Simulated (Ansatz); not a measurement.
AlSi3C3N:
Space group P3m1 (No. 156); a = b = 3.1073 Å, c = 10.0552 Å, α = β = 90.00°, γ = 120.00°

| atom | site | symmetry | x | y | z |
|---|---|---|---|---|---|
| Al | 1b | 3m. | 0.3333 | 0.6667 | 0.9847 |
| N | 1b | 3m. | 0.3333 | 0.6667 | 0.1979 |
| Si | 1c | 3m. | 0.6667 | 0.3333 | 0.2529 |
| C | 1c | 3m. | 0.6667 | 0.3333 | 0.4354 |
| Si | 1b | 3m. | 0.3333 | 0.6667 | 0.5040 |
| C | 1b | 3m. | 0.3333 | 0.6667 | 0.6871 |
| Si | 1c | 3m. | 0.6667 | 0.3333 | 0.7562 |
| C | 1c | 3m. | 0.6667 | 0.3333 | 0.9363 |

Relaxed with r²SCAN.

**Question.** Which orbitals make up the states near the Fermi level in DFT-r²SCAN in the program Ansatz with PAW potentials?

**Answer.** Within 0.5 eV of the Fermi level: C 2p 51 %, Si 3p 21 %, N 2s 7 %, Si 3s 7 %, outside the projected shells 7 %. Projections are on Löwdin-orthogonalised atomic valence shells; empty p or d shells of many metals are not among them.

**Question.** Tabulate the density of states.

**Answer.** States/eV per cell of 8 atoms, in 0.25 eV bins, energy from the Fermi level.

| E (eV) | total | C 2p | Si 3p | N 2p |
|---|---|---|---|---|
| -7.85 | 3.16 | 0.85 | 0.65 | 1.04 |
| -7.60 | 2.40 | 0.50 | 0.49 | 1.04 |
| -7.35 | 2.83 | 0.73 | 0.52 | 1.08 |
| -7.10 | 3.63 | 0.96 | 0.59 | 1.38 |
| -6.85 | 2.23 | 0.59 | 0.35 | 0.90 |
| -6.60 | 1.83 | 0.51 | 0.30 | 0.73 |
| -6.35 | 1.63 | 0.72 | 0.30 | 0.31 |
| -6.10 | 2.35 | 1.22 | 0.49 | 0.23 |
| -5.85 | 2.52 | 1.28 | 0.52 | 0.29 |
| -5.60 | 3.06 | 1.55 | 0.59 | 0.40 |
| -5.35 | 3.03 | 1.53 | 0.60 | 0.44 |
| -5.10 | 3.11 | 1.62 | 0.62 | 0.44 |
| -4.85 | 2.87 | 1.59 | 0.59 | 0.33 |
| -4.60 | 2.70 | 1.61 | 0.59 | 0.22 |
| -4.35 | 2.23 | 1.36 | 0.46 | 0.18 |
| -4.10 | 2.03 | 1.27 | 0.39 | 0.14 |
| -3.85 | 3.47 | 2.23 | 0.55 | 0.20 |
| -3.60 | 3.04 | 1.99 | 0.49 | 0.19 |
| -3.35 | 2.45 | 1.65 | 0.45 | 0.12 |
| -3.10 | 3.64 | 2.44 | 0.66 | 0.15 |
| -2.85 | 4.41 | 2.98 | 0.75 | 0.19 |
| -2.60 | 3.04 | 2.08 | 0.43 | 0.16 |
| -2.35 | 2.23 | 1.59 | 0.25 | 0.10 |
| -2.10 | 1.64 | 1.21 | 0.14 | 0.05 |
| -1.85 | 1.36 | 1.05 | 0.09 | 0.01 |
| -1.60 | 1.10 | 0.85 | 0.04 | 0.01 |
| -1.35 | 1.06 | 0.82 | 0.01 | 0.01 |
| -1.10 | 1.45 | 1.17 | 0.01 | 0.01 |
| -0.85 | 1.04 | 0.86 | 0.01 | 0.00 |
| -0.60 | 0.85 | 0.72 | 0.01 | 0.00 |
| -0.35 | 0.76 | 0.66 | 0.01 | 0.00 |
| -0.10 | 0.78 | 0.63 | 0.05 | 0.00 |
| 0.15 | 0.52 | 0.02 | 0.25 | 0.02 |
| 0.40 | 0.66 | 0.03 | 0.29 | 0.03 |
| 0.65 | 0.75 | 0.03 | 0.32 | 0.04 |
| 0.90 | 0.84 | 0.04 | 0.37 | 0.06 |
| 1.15 | 1.07 | 0.05 | 0.47 | 0.09 |
| 1.40 | 1.62 | 0.07 | 0.75 | 0.16 |
| 1.65 | 1.28 | 0.06 | 0.62 | 0.16 |
| 1.90 | 1.02 | 0.05 | 0.48 | 0.10 |
| 2.15 | 0.92 | 0.05 | 0.43 | 0.06 |
| 2.40 | 0.62 | 0.05 | 0.28 | 0.01 |
| 2.65 | 0.81 | 0.09 | 0.35 | 0.01 |
| 2.90 | 1.59 | 0.14 | 0.66 | 0.09 |
| 3.15 | 2.80 | 0.23 | 1.16 | 0.18 |
| 3.40 | 2.48 | 0.21 | 0.98 | 0.15 |
| 3.65 | 2.83 | 0.26 | 0.96 | 0.20 |
| 3.90 | 3.56 | 0.35 | 1.26 | 0.22 |
| 4.15 | 2.43 | 0.25 | 0.82 | 0.14 |
| 4.40 | 2.92 | 0.28 | 0.99 | 0.20 |
| 4.65 | 2.65 | 0.25 | 0.84 | 0.22 |

The start of the workflow was typed in or built on a structure type; neither database checked (COD, Materials Project) lists it. Its standing as an ambient phase is unchecked. The r²SCAN relaxation kept the symmetry of its start; its stability against distortions is not shown here.

Potentials: the earlier of the program's two PAW sets.
